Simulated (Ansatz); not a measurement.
La4H9:
```
CELL_PARAMETERS angstrom
     -2.81297     2.81297     5.66830
      2.81297    -2.81297     5.66830
      2.81297     2.81297    -5.66830
ATOMIC_POSITIONS crystal
  La 0.75431 0.75431 0.00000
  La 0.24569 0.24569 0.00000
  La 0.50000 0.00000 0.50000
  La 0.00000 0.50000 0.50000
  H  0.13208 0.13208 0.51794
  H  0.86792 0.86792 0.48206
  H  0.13208 0.61415 0.00000
  H  0.86792 0.38585 0.00000
  H  0.61415 0.61415 0.48206
  H  0.38585 0.38585 0.51794
  H  0.61415 0.13208 0.00000
  H  0.38585 0.86792 0.00000
  H  0.00000 0.00000 0.00000
```

Relaxed with r²SCAN.

**Question.** Which orbitals make up the states near the Fermi level in r²SCAN (plane waves, PAW; program Ansatz)?

**Answer.** Within 0.5 eV of the Fermi level: La 5d 81 %, La 4f 11 %. Projections are on Löwdin-orthogonalised atomic valence shells; empty p or d shells of many metals are not among them.

**Question.** Tabulate the density of states.

**Answer.** States/eV per cell of 13 atoms, in 0.25 eV bins, energy from the Fermi level.

```csv
E (eV),total,La 4f,La 5d,H 1s
-7.35,0.00,0.00,0.00,0.00
-7.10,0.16,0.00,0.00,0.06
-6.85,0.39,0.00,0.01,0.16
-6.60,0.59,0.00,0.02,0.26
-6.35,0.82,0.00,0.04,0.37
-6.10,1.18,0.00,0.09,0.56
-5.85,2.19,0.01,0.32,1.07
-5.60,3.36,0.01,0.90,1.63
-5.35,3.39,0.02,1.26,1.60
-5.10,7.40,0.06,2.73,3.59
-4.85,8.51,0.09,3.34,4.21
-4.60,6.18,0.11,2.29,3.21
-4.35,6.06,0.16,1.99,3.41
-4.10,8.23,0.29,2.40,4.77
-3.85,9.78,0.41,2.34,6.07
-3.60,5.19,0.27,1.18,3.30
-3.35,5.35,0.34,1.18,3.44
-3.10,2.31,0.20,0.46,1.53
-2.85,0.86,0.10,0.18,0.56
-2.60,0.04,0.01,0.01,0.03
-2.35,0.00,0.00,0.00,0.00
-2.10,0.00,0.00,0.00,0.00
-1.85,0.00,0.00,0.00,0.00
-1.60,0.18,0.00,0.16,0.00
-1.35,0.54,0.01,0.48,0.02
-1.10,1.12,0.03,0.99,0.03
-0.85,1.72,0.07,1.52,0.04
-0.60,2.48,0.13,2.17,0.05
-0.35,3.29,0.22,2.82,0.06
-0.10,2.98,0.28,2.45,0.06
0.15,2.49,0.28,1.98,0.04
0.40,3.00,0.49,2.23,0.05
0.65,2.86,0.56,2.03,0.05
0.90,2.24,0.47,1.61,0.04
1.15,7.20,1.08,5.93,0.03
1.40,13.72,5.51,7.60,0.12
1.65,24.57,16.36,7.29,0.20
1.90,57.58,52.02,4.52,0.15
2.15,66.25,63.46,2.42,0.11
```

Space group I4/mmm. The first step of the workflow began from a Materials Project structure, measured or hypothetical; the Crystallography Open Database copy checked does not list it. Whether it is the stable phase at ambient conditions was not checked. Symmetry was held in the r²SCAN relaxation; whether a distortion lowers the energy is not shown. Scalar-relativistic: spin–orbit coupling is off unless named, which matters more the heavier the elements.

Potentials: the later of the program's two PAW sets.
